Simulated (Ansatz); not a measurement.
Given:

Si$_{3}$N$_{4}$:
```cif
data_N16Si12
_chemical_formula_sum 'N16 Si12'
_space_group_name_H-M_alt 'I-43d'
_space_group_IT_number 220
_space_group_name_Hall 'I -4bd 2c 3'
_cell_length_a 6.44241
_cell_length_b 6.44241
_cell_length_c 6.44241
_cell_angle_alpha 90.000
_cell_angle_beta 90.000
_cell_angle_gamma 90.000
loop_
_atom_site_label
_atom_site_type_symbol
_atom_site_symmetry_multiplicity
_atom_site_Wyckoff_symbol
_atom_site_fract_x
_atom_site_fract_y
_atom_site_fract_z
_atom_site_occupancy
N1 N 16 c 0.03124 0.03124 0.03124 1
Si1 Si 12 b 0.12500 0.50000 0.25000 1
```
(The calculation used a cell of 14 atoms; values per cell refer to that cell.)

This is the r²SCAN-relaxed structure.

### Question
All from r²SCAN in the plane-wave PAW code Ansatz, unless another level is named. Give the Born charges (a third of the trace).

### Answer
N -2.56, Si +3.42 e.

### Question
Predict the Bader charges.

### Answer
N -2.39, Si +3.19 e.

### Question
Predict the electronic dielectric constant ε∞ (DFPT).

### Answer
4.38.

### Question
What about the static dielectric constant ε0 (ions relaxed, cell fixed)?

### Answer
8.88.

The workflow started from an entry of the Crystallography Open Database (COD), which files this formula under 4 space groups. It is not the phase usual at ambient conditions (space group No. 176). The r²SCAN relaxation kept the symmetry of its start; its stability against distortions is not shown here.

Potentials: the earlier of the program's two PAW sets. The files were generated under PBE; for other functionals the program regenerates the frozen cores, and for LDA and PBEsol the local potential too.
